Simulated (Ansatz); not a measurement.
PtS2, CdI2 type, relaxed with r2SCAN+rVV10, was run in Ansatz under altered settings. All numbers are computed, without spin polarisation but where a row says otherwise.

```yaml
crystal:
  lattice:
    - [3.55264, 0.00000, 0.00000]
    - [-1.77632, 3.07668, 0.00000]
    - [0.00000, 0.00000, 5.12271]
  atoms:
    - { symbol: Pt, position: [0.00000, 0.00000, 0.00000] }
    - { symbol: S, position: [0.33333, 0.66667, 0.23926] }
    - { symbol: S, position: [0.66667, 0.33333, 0.76074] }
```

The base run's other keys:
```yaml
kpoints:
  mp_grid: { grid: [6, 6, 4] }
hamiltonian:
  xc: r2scan
scf:
  occupations: { method: fixed }
  n_extra_bands: 4
```

It takes 6 iterations with 1459 plane waves at 500 eV and 24 k points, and leaves a mean stress of +1.32 GPa. The gap over this mesh is 0.989 eV. It ran on 4 threads of Arm Neoverse N1, on a shared host.

Outcomes, with energy and stress as changes against the base:

| setting | outcome | ΔF (meV/atom) | Δ mean stress (GPa) | gap on the mesh (eV) | iterations | wall time |
| --- | --- | --- | --- | --- | --- | --- |
| kpoints.mp_grid.grid: [3, 3, 3] | converged | -21 | -0.35 | 1.005 | 6 | 1.4 s |
| basis.xc_grid: 3 | converged | 0.0 | 0.00 | 0.989 | 6 | 2.2 s |
| basis.ecutwfc: 600 | converged | -0.8 | 0.00 | 0.988 | 6 | 3.1 s |
| hamiltonian.dispersion: rvv10 | converged | – | -1.29 | 0.971 | 6 | 3.5 s |
| hamiltonian.xc: lda (cutoff then 420 eV) | converged | – | -5.32 | 0.730 | 7 | 1 s |
| basis.ecutrho_ratio: 12 | converged | 0.0 | 0.00 | 0.989 | 6 | 3.8 s |
| scf.occupations: cold 0.5 | converged, warned | +6.1 | -0.10 | 0.992 | 6 | 2.3 s |
| scf.occupations: fermi_dirac 0.05 | converged | 0.0 | 0.00 | 0.989 | 6 | 2.3 s |
| hamiltonian.dispersion: d3bj | converged, warned | -196 | -1.73 | 0.989 | 6 | 2.3 s |
| scf.occupations: gaussian 0.05 | converged | 0.0 | 0.00 | 0.989 | 6 | 2.3 s |
| basis.ecutrho_ratio: 8 | converged | 0.0 | 0.00 | 0.989 | 6 | 3.1 s |
| basis.xc_grid: 1 | converged | +0.5 | +0.01 | 0.989 | 6 | 2 s |
| basis.ecutwfc: 900 | converged | -1.7 | 0.00 | 0.988 | 6 | 4.4 s |
| basis.ecutwfc: 80 | converged, warned | +132147 | -34.17 | 0.585 | 8 | 0.81 s |

A dash marks a value that wasn't obtained or can't be compared. Stress is positive in compression. The base took 2.3 s.

- hamiltonian.dispersion: rvv10. The mean stress moves by -1.29 GPa and the gap on the mesh by -0.018 eV (to 0.971).
- hamiltonian.xc: lda. The cutoff follows the functional, from 500 to 420 eV. The mean stress moves by -5.32 GPa and the gap on the mesh by -0.258 eV (to 0.730). It's another functional on the same cell, so totals aren't comparable.
- scf.occupations: cold 0.5. The free energy moves by +6.1 meV an atom, the mean stress by -0.10 GPa and the gap on the mesh by +0.004 eV (to 0.992). The term −TS is +15.1 meV an atom, of a sign that arises since this scheme's broadening is partly negative. A width of 0.5 eV moves electrons across a gap of 0.99 eV: this is no longer the ground state. Warned: smearing energy in gap.
- hamiltonian.dispersion: d3bj. The free energy moves by -196 meV an atom, the mean stress by -1.73 GPa and the gap on the mesh by 0.000 eV (to 0.989). A pairwise correction adds to energy, forces and stress after the SCF and leaves the bands alone. Warned: dispersion damping borrowed.
- basis.ecutwfc: 80. 97 plane waves in place of 1459. The free energy moves by +132147 meV an atom, the mean stress by -34.17 GPa and the gap on the mesh by -0.403 eV (to 0.585). The basis is too small: these are errors of the cutoff. Warned: cutoff below recommended, metallic iterate.

Within 1 meV an atom, 0.1 GPa and 0.005 eV of the base stay: basis.xc_grid: 3; basis.ecutwfc: 600; basis.ecutrho_ratio: 12; scf.occupations: fermi_dirac 0.05; scf.occupations: gaussian 0.05; basis.ecutrho_ratio: 8; basis.xc_grid: 1.

No spin-orbit coupling is included; it can move band edges with weight on the heavy atoms by tenths of an eV.
